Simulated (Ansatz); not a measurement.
RbH (rock salt, space group No. 225), DFT-LDA in the program Ansatz with PAW potentials: ε∞ = 3.14, cell volume 48.44 Å³. Infrared-active transverse modes:

```csv
ω_TO (cm⁻¹),oscillator strength S_xx (e²/amu)
482.0,1.067
```

Problem. Compute the static dielectric constant.

Solution. Each mode adds (4.921e7/V) S/ω²: 4.67. So ε0 = 7.80.

Problem. What LO frequency does the Lyddane–Sachs–Teller relation give?

Solution. ω_LO = ω_TO √(ε0/ε∞) = 760 cm⁻¹.

Space group Fm-3m (rock salt). The first step of the workflow began from a Materials Project structure, measured or hypothetical; the Crystallography Open Database files this formula in space group No. 225, but the cells were not matched. Whether it is the stable phase at ambient conditions was not checked. The LDA relaxation kept the symmetry of its start; phonons on a q-mesh show no instability. Scalar-relativistic: spin–orbit coupling is off unless named, which matters more the heavier the elements.

Potentials: the later of the program's two PAW sets.
